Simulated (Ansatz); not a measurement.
A geometry of Hf away from equilibrium: step 2 of the relaxation of a relaxed Hf cell, doubled along one cell vector, shaken by Gaussian noise of σ = 0.08 Å a coordinate. Computed with r2SCAN (plane waves to 500 eV, PAW, scalar-relativistic; Ansatz, a quantum-chemistry and plane-wave program). Γ-centred k-mesh 4×8×8 on the run's cell (coarser than for final values), Fermi–Dirac smearing 0.05 eV.

```xyz
6
Lattice="8.5119 0.0004 -0.0020 0.0002 4.2466 0.0000 -0.0010 0.0000 4.2486" Properties=species:S:1:pos:R:3:forces:R:3 pbc="T T T" free_energy=-94396.812 pressure_GPa=0.5
Hf    -0.0137     2.1038    -0.0547    0.1191    0.3997    0.3158
Hf     4.2790     2.0866    -0.0165    0.0348    1.0860    0.3981
Hf    -0.0026     0.0053     2.1225    0.1209   -0.1516   -0.5505
Hf     4.2601     0.0805     2.1688    0.0985   -0.7154   -0.8157
Hf     2.1492     0.0447    -0.0502   -0.2294   -0.4023    0.4157
Hf     6.3974    -0.0008    -0.0135   -0.1439   -0.2164    0.2365
```

Positions in Å, forces in eV/Å, free energy of the cell in eV (comparable only within this code, potentials and settings). Largest force: 1.16 eV/Å, on Hf2 (atoms numbered as listed); the geometry lies 0.02 eV/atom above the end of its relaxation.

No spin polarisation in the result.

The end of the path is a generated cell of Hf: the first start was made by a random draw of sites in a space group, and the end was not matched to a known phase here, so it may be hypothetical. Known forms of Hf include space group No. 194.
